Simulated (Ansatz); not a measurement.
A relaxed structure of LiNbSe$_{2}$ is spoiled in several ways and relaxed again each time (noise and exchanges are one random draw each; pressure is positive under compression). Computed with r2SCAN (plane waves to 500 eV, PAW, scalar-relativistic; Ansatz, a quantum-chemistry and plane-wave program).

Space group P6₃/mmc (No. 194); a = b = 3.524 Å, c = 13.551 Å, α = β = 90.00°, γ = 120.00°

| atom | site | symmetry | x | y | z |
|---|---|---|---|---|---|
| Li | 2a | -3m. | 0.0000 | 0.0000 | 0.0000 |
| Nb | 2b | -6m2 | 0.0000 | 0.0000 | 0.2500 |
| Se | 4f | 3m. | 0.3333 | 0.6667 | 0.1276 |

```csv
change,first pressure (GPa),largest first force (eV/Å),released (eV/atom),moves,outcome,final group,E − E(parent) (eV/atom)
"deformed by the Cartesian strain tensor (xx, yy, zz, yz, xz, xy) = (-0.077, 0.022, 0.097, 0.010, -0.035, -0.072)",-1.1,1.28,0.23,6,returns to the parent,P6₃/mmc,0.000
with one Nb and one Se atom exchanged in a cell of 8 atoms,9,2.5,0.48,20,trapped higher,P3m1,+0.80
with one Se and one Nb atom exchanged in a cell of 8 atoms,9,2.5,0.48,20,trapped higher,P3m1,+0.80
shaken by Gaussian noise of σ = 0.08 Å a coordinate,0.4,2.26,0.08,4,returns to the parent,P6₃/mmc,0.000
```

First-step values come from each run's starting, coarser k-mesh (9×8×2, 8×8×2). The runs use different k-meshes, so differences are rounded accordingly. No spin polarisation in the result.

The relaxation started from an entry of Materials Project.
